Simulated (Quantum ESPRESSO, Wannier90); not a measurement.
## Si2N2O (Cmc2₁): Wannier90 run

```
begin unit_cell_cart
ang
    4.4448550000   -2.7520550000    0.0000000000
    4.4448550000    2.7520550000    0.0000000000
    0.0000000000    0.0000000000    4.8586100000
end unit_cell_cart
begin atoms_frac
Si   0.0266800000  0.3275800000  0.2707000000
Si  -0.0266800000 -0.3275800000 -0.2293000000
Si  -0.3275800000 -0.0266800000  0.2707000000
Si   0.3275800000  0.0266800000 -0.2293000000
N    0.0956400000  0.3428800000 -0.3849800000
N   -0.0956400000 -0.3428800000  0.1150200000
N   -0.3428800000 -0.0956400000 -0.3849800000
N    0.3428800000  0.0956400000  0.1150200000
O   -0.2087200000  0.2087200000  0.2212900000
O    0.2087200000 -0.2087200000 -0.2787100000
end atoms_frac
```

Structure: Materials Project mp-4497, symmetrised, not relaxed again. COD (Crystallography Open Database) has an entry of this formula and space group (matched by these alone). Computed values, not measurements, from PBEsol: Quantum ESPRESSO (norm-conserving PseudoDojo potentials, cutoff 68 Ry, no spin polarisation, no spin-orbit coupling) on a Γ-centred 4×4×4 mesh, then Wannier90. Density: 8×8×6 mesh, cold smearing 0.01 Ry.

Bands 3-6 form an isolated set from -16.94 to -13.83 eV relative to the valence-band maximum (on the path) and are turned into 4 Wannier functions by minimising the spread from the start: atomic waves N 2s.

Centres (Cartesian, Å; one of the equivalent choices) and spreads:

| n | x | y | z | spread (Å²) | nearest atom |
|---|---|---|---|---|---|
| 1 | 1.958 | 0.664 | -1.898 | 1.199 | N5 |
| 2 | -1.958 | -0.664 | 0.531 | 1.199 | N6 |
| 3 | -1.958 | 0.664 | -1.898 | 1.199 | N7 |
| 4 | 1.958 | -0.664 | 0.531 | 1.199 | N8 |

Ω_I = 4.75 Å², Ω_total = 4.79 Å²; the interpolated bands follow pw.x to 0.7 meV rms on the path. Only this start was tried; a symmetric start can stop on a saddle, and mixtures of these functions could lower the total by at most Ω_total − Ω_I.
